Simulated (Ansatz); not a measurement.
Sn:
```yaml
crystal:
  lattice:
    - [-4.01162, 4.01162, 2.32770]
    - [4.01162, -4.01162, 2.32770]
    - [4.01162, 4.01162, -2.32770]
  atoms:
    - { symbol: Sn, position: [0.17871, 0.17871, 0.35741] }
    - { symbol: Sn, position: [0.17871, 0.82129, 0.00000] }
    - { symbol: Sn, position: [0.82129, 0.17871, 0.00000] }
    - { symbol: Sn, position: [0.82129, 0.82129, 0.64259] }
```

Relaxed with r²SCAN. Special points in fractions of this cell's reciprocal vectors: Γ (0.000, 0.000, 0.000); X (0.000, 0.000, 0.500); M (-0.500, 0.500, 0.500); Z (0.334, 0.334, -0.334); Z0 (-0.334, 0.666, 0.334); P (0.250, 0.250, 0.250); N (0.000, 0.500, 0.000).

Q: List the band energies nearest the Fermi level at these points for plane-wave PAW r²SCAN (Ansatz code).

A: In eV from the Fermi level; about four levels below and three above (degenerate sets whole), none deeper than 8.9 eV; points with the same levels are listed once.

| k | below | above |
|---|---|---|
| Γ | -2.80 -1.28 -1.28 -0.42 | 0.54 0.54 1.69 |
| X | -2.24 -1.68 -1.49 -1.34 | 0.70 1.70 1.76 |
| M | -3.80 -2.52 -0.63 -0.10 | 0.01 0.01 0.30 |
| Z | -4.16 -3.10 -1.21 -1.21 | 2.39 2.45 3.79 |
| P | -1.75 -1.75 -1.72 -0.08 | 1.36 1.36 2.73 |
| N | -3.43 -2.77 -1.95 -1.27 | 1.03 1.58 3.16 |

Space group I4/mmm. This is a known high-pressure phase of the composition, computed here at zero pressure and temperature. The r²SCAN relaxation kept the symmetry of its start; whether a distortion lowers the energy is not shown. The volume moved by 40 % from the start of the relaxation. The Fermi level of a semimetal is unsure by some 0.05 eV on such meshes. Spin–orbit coupling is left out wherever it is not named.

Potentials: the later of the program's two PAW sets.
